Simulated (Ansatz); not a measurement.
SiC (zinc blende, F-43m), the program Ansatz at the PBEsol level (PAW), all energies at zero smearing, with the estimated change up to a 700 eV cutoff added, with one set of potentials and settings (totals compare only within such a set). Cell of 2 atoms (1 C, 1 Si): -868.710 eV.

| element | reference phase | E (eV/atom) |
|---|---|---|
| C | P6_3/mmc, 4 atoms in the cell | -246.6950 |
| Si | Fd-3m, 2 atoms in the cell | -621.4920 |

Formation energy per atom, worked out: (-868.710 − 1×(-246.6950) − 1×(-621.4920))/2 = -0.261 eV/atom (-25 kJ per mol of atoms), at 0 K, without zero-point energy or fitted corrections.

The cell was relaxed with PBEsol under the symmetry of its start. The references are the lowest solids computed at this level, not always the standard phases.

Potentials: the later of the program's two PAW sets.
